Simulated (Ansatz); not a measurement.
A geometry of P2Pd away from equilibrium: the start of the relaxation of a relaxed P2Pd cell, doubled along one cell vector, shaken by Gaussian noise of σ = 0.08 Å a coordinate. Computed with r2SCAN (plane waves to 500 eV, PAW, scalar-relativistic; Ansatz, an electronic-structure program). Γ-centred k-mesh 3×6×5 on the run's cell (coarser than for final values), Fermi–Dirac smearing 0.05 eV.

```xyz
12
Lattice="6.8936 -5.8649 0.0000 3.4468 2.9324 0.0000 -3.0923 0.0000 5.0081" Properties=species:S:1:pos:R:3 pbc="T T T"
P      0.2863     0.7281     1.7049
P      3.6007    -2.2030     1.7322
P      3.5735    -0.5360     3.3277
P      7.0168    -3.7425     3.4906
P      5.0105     0.6212     0.9228
P      8.4935    -2.1386     0.8516
P     -1.2320    -0.8485     4.1269
P      2.3071    -3.6920     4.1713
Pd     0.2452    -1.4576     2.5405
Pd     7.0237    -1.5477     2.4827
Pd     1.6803     1.4923    -0.0257
Pd     5.0938    -1.5110    -0.1432
```

Predict the force on each atom, in eV/Å.


```
atom     Fx     Fy     Fz
----  -----  -----  -----
P1    -0.88   0.52  -0.06
P2     0.76   0.05  -0.74
P3     0.28  -3.60   0.98
P4     0.50   0.60  -2.10
P5     1.12   0.41  -2.01
P6     1.04  -1.12  -0.32
P7    -1.12   1.19   2.23
P8    -1.59   0.37   0.27
Pd9   -0.48   1.05  -0.85
Pd10   0.21   0.40   0.43
Pd11  -0.13  -0.64   0.67
Pd12   0.29   0.78   1.50
```

What is the pressure?

+1.2 GPa, compression positive.

How far above the relaxed end point is this geometry?

0.11 eV/atom; the path ends in C2/c (No. 15).

No spin polarisation in the result.

The cell that was disturbed is our relaxation of an entry of Materials Project.
